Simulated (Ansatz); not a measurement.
BaCd₂Ge₂ in space group I4/mmm (No. 139; Ge on 4e, Cd on 4d, Ba on 2a), plane-wave PAW PBEsol (Ansatz code), all energies at zero smearing, with the estimated change up to a 700 eV cutoff added, with one set of potentials and settings (totals compare only within such a set). Cell of 5 atoms (2 Ge, 2 Cd, 1 Ba): -30739.728 eV.

| element | reference phase | E (eV/atom) |
|---|---|---|
| Ge | Fd-3m, 2 atoms in the cell | -4253.4978 |
| Cd | P6_3/mmc, 2 atoms in the cell | -8184.0667 |
| Ba | Im-3m, 1 atoms in the cell | -5862.6098 |

Formation energy per atom, worked out: (-30739.728 − 2×(-4253.4978) − 2×(-8184.0667) − 1×(-5862.6098))/5 = -0.398 eV/atom (-38 kJ per mol of atoms), at 0 K, without zero-point energy or fitted corrections.

The workflow started from an entry of the Crystallography Open Database (COD, 298 K). Its standing as an ambient phase is unchecked. Symmetry was held in the PBEsol relaxation; whether a distortion lowers the energy is not shown. The references are the lowest solids computed at this level, not always the standard phases. Spin–orbit coupling is left out wherever it is not named.

Potentials: the later of the program's two PAW sets.
